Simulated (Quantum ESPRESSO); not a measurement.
## Si6PAl (a curve over strain)

A calculation, not a measurement. The program is pw.x of Quantum ESPRESSO 7.5 (plane-wave density functional theory). The cell is made up: 8 atoms on a zincblende/diamond lattice, with randomly drawn elements, strain and displacements, not relaxed. PseudoDojo standard norm-conserving files (v0.5 for PBE, v0.4.1 for LDA and PBEsol) set the functional; there is no spin polarisation, spin-orbit coupling or dispersion term, and the masses in the input are unused placeholders.

Seven runs add a strain to one cell (along z); the atoms follow the cell and are not relaxed. Stress in the table is positive in tension.

Input of the run at +0.0102:

```
&control calculation='scf', pseudo_dir='./dojo.nc.sr.pbe.v0_5.standard.upf', outdir='./o', disk_io='medium', tprnfor=.true., tstress=.true. /
&system ibrav=0, nat=8, ntyp=3, nbnd=26, ecutwfc=44.02568797, nosym=.true., tot_charge=0,
 occupations='smearing', smearing='fd', degauss=0.0073498644
/
&electrons conv_thr=7.350e-09, electron_maxstep=60, /
ATOMIC_SPECIES
Al 1.0 Al.upf
P 1.0 P.upf
Si 1.0 Si.upf
CELL_PARAMETERS angstrom
5.418 -0.0316 -0.0142
-0.0316 5.3154 0.0698
-0.0141 0.0691 5.3188
ATOMIC_POSITIONS angstrom
Si 0.0501 0.0286 0.0054
Si 0.0504 2.6726 2.6887
Si 2.6949 -0.0073 2.6464
P 2.7651 2.6382 -0.0086
Si 1.3788 1.3497 1.3426
Si 1.2636 4.0802 4.0754
Al 4.0693 1.3672 4.006
Si 4.0899 3.9363 1.3516
K_POINTS automatic
6 6 6 1 1 1
```

| added strain | free energy less that of the input shown (eV) | stress xx (GPa) | stress yy (GPa) | stress zz (GPa) | stress xy (GPa) | pressure (GPa) | iterations |
| --- | --- | --- | --- | --- | --- | --- | --- |
| -0.0229 | 0.3461 | -9.96 | -11.61 | -13.70 | -0.39 | 11.76 | 10 |
| -0.0203 | 0.3129 | -9.68 | -11.33 | -13.29 | -0.39 | 11.43 | 10 |
| -0.0139 | 0.2356 | -9.03 | -10.64 | -12.26 | -0.40 | 10.64 | 10 |
| +0.0102 | 0.0000 | -6.79 | -8.31 | -8.39 | -0.41 | 7.83 | 10 |
| +0.0122 | -0.0154 | -6.63 | -8.13 | -8.07 | -0.41 | 7.61 | 10 |
| +0.0143 | -0.0312 | -6.45 | -7.95 | -7.74 | -0.41 | 7.38 | 10 |
| +0.0214 | -0.0794 | -5.88 | -7.34 | -6.61 | -0.42 | 6.61 | 10 |

A cubic fit gives a slope of stress zz against the added strain of 160 GPa at zero added strain, with the atoms clamped. Across the table the free energy follows the integral of the stress to within 0.2 meV. A rerun of one of the cells at 838 eV and a 8 x 8 x 8 mesh moved values by no more than 0.002 eV in energy, 0.02 GPa in stress and 0.004 eV/Å in force.